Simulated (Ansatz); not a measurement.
**Energy against volume for TiO2 (rutile)**

TiO2 (rutile)

```cif
data_O4Ti2
_chemical_formula_sum 'Ti2 O4'
_space_group_name_H-M_alt 'P42/mnm'
_space_group_IT_number 136
_space_group_name_Hall '-P 4n 2n'
_cell_length_a 4.59673
_cell_length_b 4.59673
_cell_length_c 2.95369
_cell_angle_alpha 90.000
_cell_angle_beta 90.000
_cell_angle_gamma 90.000
loop_
_atom_site_label
_atom_site_type_symbol
_atom_site_symmetry_multiplicity
_atom_site_Wyckoff_symbol
_atom_site_fract_x
_atom_site_fract_y
_atom_site_fract_z
_atom_site_occupancy
Ti1 Ti 2 a 0.00000 0.00000 0.00000 1
O1 O 4 f 0.30461 0.30461 0.00000 1
```

E(V) scan at fixed shape, V₀ the volume above. The atoms relax within the cell's symmetry.

Computed with r2SCAN (plane waves to 500 eV, PAW, scalar-relativistic; Ansatz, a program for electronic structure). k mesh 7×7×11 (Γ-centred), Fermi-Dirac smearing 0.05 eV. The energy includes the smearing's −TS. Stress and pressure are positive under compression. With the shape held, the modulus is that of even scaling; a crystal free to change shape is softer. TiO2 is run without spin polarisation. TiO2 was relaxed with its symmetry unable to fall. ΔE is measured from the relaxed starting cell.

```json
[
 {"V (Å³/atom)": "8.738", "ΔE (kJ/mol of atoms)": "26.33", "P (GPa)": "61.4"},
 {"V (Å³/atom)": "9.015", "ΔE (kJ/mol of atoms)": "17.30", "P (GPa)": "47.1"},
 {"V (Å³/atom)": "9.292", "ΔE (kJ/mol of atoms)": "10.49", "P (GPa)": "34.8"},
 {"V (Å³/atom)": "9.570", "ΔE (kJ/mol of atoms)": "5.60", "P (GPa)": "24.1"},
 {"V (Å³/atom)": "9.847", "ΔE (kJ/mol of atoms)": "2.36", "P (GPa)": "14.9"},
 {"V (Å³/atom)": "10.124", "ΔE (kJ/mol of atoms)": "0.56", "P (GPa)": "6.9"},
 {"V (Å³/atom)": "10.402", "ΔE (kJ/mol of atoms)": "0.00", "P (GPa)": "0.0"},
 {"V (Å³/atom)": "10.679", "ΔE (kJ/mol of atoms)": "0.51", "P (GPa)": "-5.9"},
 {"V (Å³/atom)": "10.957", "ΔE (kJ/mol of atoms)": "1.94", "P (GPa)": "-11.0"},
 {"V (Å³/atom)": "11.234", "ΔE (kJ/mol of atoms)": "4.16", "P (GPa)": "-15.4"},
 {"V (Å³/atom)": "11.511", "ΔE (kJ/mol of atoms)": "7.05", "P (GPa)": "-19.2"},
 {"V (Å³/atom)": "11.789", "ΔE (kJ/mol of atoms)": "10.52", "P (GPa)": "-22.3"},
 {"V (Å³/atom)": "12.066", "ΔE (kJ/mol of atoms)": "14.47", "P (GPa)": "-25.0"}
]
```

Key numbers:

| Quantity | Value |
|---|---|
| Pressure at the smallest volume | 61.4 GPa |
| Energy cost of the largest compression | 272.9 meV/atom |
| Energy cost of the largest expansion | 150.0 meV/atom |
| Bulk modulus at fixed cell shape B₀ (third-order Birch-Murnaghan fit) | 238 GPa |
| Pressure derivative B₀′ (fit) | 4.5 |
| Equilibrium volume of the fit | 10.40 Å³/atom |
| Pressure for 5 % compression (fit) | 13.7 GPa |

The 13 points together took roughly 11 core-minutes.

(Under strain, the slope of the energy per volume gives the stress and its curvature an elastic modulus.)
